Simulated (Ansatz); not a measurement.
# Computed properties of PbSe

PbSe:
```xyz
4
Lattice="0.0000 6.6215 3.0853 3.0853 0.0000 3.0853 3.0853 6.6215 0.0000" Properties=species:S:1:pos:R:3 pbc="T T T"
Pb     3.0853     1.8841     3.0319
Pb     3.0853    11.3588     3.0319
Se     3.0853     8.5718     3.0338
Se     3.0853     4.6711     3.0338
```

Space group I4/mmm (No. 139); conventional cell a = b = 4.363 Å, c = 13.243 Å, α = β = γ = 90.00°.

Method: r²SCAN+D4 (plane waves, PAW; program Ansatz). Geometry: relaxed at this level of theory. Other levels are named where they apply.

Cell and energy:

| Property | Value |
|---|---|
| Volume per atom | 31.51 Å³ |
| Density | 7.54 g/cm³ |
| Formation energy from the elements (no fitted shifts) | -57 kJ/mol of atoms |

Electronic structure:

| Quantity | Value |
|---|---|
| Band gap | 0.84 eV (indirect) |
| Valence-band maximum | off the standard path, at k = (0.292, 0.000, -0.289) in fractions of the reciprocal vectors |
| Conduction-band minimum | at Y |
| Smallest direct gap on the standard path | 1.51 eV |
| Electron effective mass | 0.11, 5.8, 5.8 mₑ (principal values) |
| Hole effective mass | 0.12, 0.22, 0.71 mₑ (principal values) |

The workflow started from a Materials Project entry (that database holds measured and hypothetical structures alike); the Crystallography Open Database copy checked does not list it. It is not the phase usual at ambient conditions (space group No. 225). The cell was relaxed with r²SCAN+D4 under the symmetry of its start; its stability against distortions is not shown here. Point labels and valley counts follow the cell and symmetry of the run, lower than the named group. The references are the lowest solids computed at this level, not always the standard phases. Spin–orbit coupling is left out wherever it is not named.

Potentials: the later of the program's two PAW sets.
